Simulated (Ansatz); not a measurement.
Computed with DFT PBE, scalar-relativistic, plane waves, PAW, and for the lanthanide a 4f-in-core norm-conserving potential, in Ansatz 0.2.0. All cells share a 770 eV cutoff and Γ-centred k meshes spaced at most about 0.3 Å⁻¹ (about 0.25 or finer for metals, 2π included). No spin polarisation in the final relaxations.

Temperature and zero-point effects are left out.

Compare these two cells of ErGaP2, each relaxed at this level.

A.

Space group P-4m2 (No. 115). a = 4.095 Å, b = 4.095 Å, c = 6.101 Å, α = 90.00°, β = 90.00°, γ = 90.00°
```
atom  site  symmetry       x       y       z
  Er    1c      -4m2  0.5000  0.5000  0.5000
  Ga    1a      -4m2  0.0000  0.0000  0.0000
   P    2g      2mm.  0.0000  0.5000  0.2183
```

B.

Space group P4/mmm (No. 123). a = 3.833 Å, b = 3.833 Å, c = 5.592 Å, α = 90.00°, β = 90.00°, γ = 90.00°
```
atom  site  symmetry       x       y       z
  Er    1d     4/mmm  0.5000  0.5000  0.5000
  Ga    1a     4/mmm  0.0000  0.0000  0.0000
   P    1b     4/mmm  0.0000  0.0000  0.5000
   P    1c     4/mmm  0.5000  0.5000  0.0000
```

Question: Which is lower in energy, and by how much?

Answer: B is lower, by 47 meV/atom. A has Er and Ga ordered on zinc blende sites, space group P-4m2 (No. 115), 25.6 Å³/atom and a gap of 0.33 eV on its mesh; B has Er and Ga ordered on rock salt sites, space group P4/mmm (No. 123), 20.5 Å³/atom and no gap. Counting P atoms around Er and Ga (those within 1.25 times the shortest such distance or 1.15 times the sum of covalent radii; the shortest distance is added where it is long for a bond), A has Er 4, Ga 4 and B has Er 6, Ga 6 from 2.7 Å. The denser one is the lower, and pressure would at first widen the difference. Both come from invented guesses.

Kohn–Sham gaps at this level usually fall short of measured ones. Cells relaxed within their symmetry can be saddle points.

The lanthanide is trivalent by construction, without f bands, f moments or other valences.
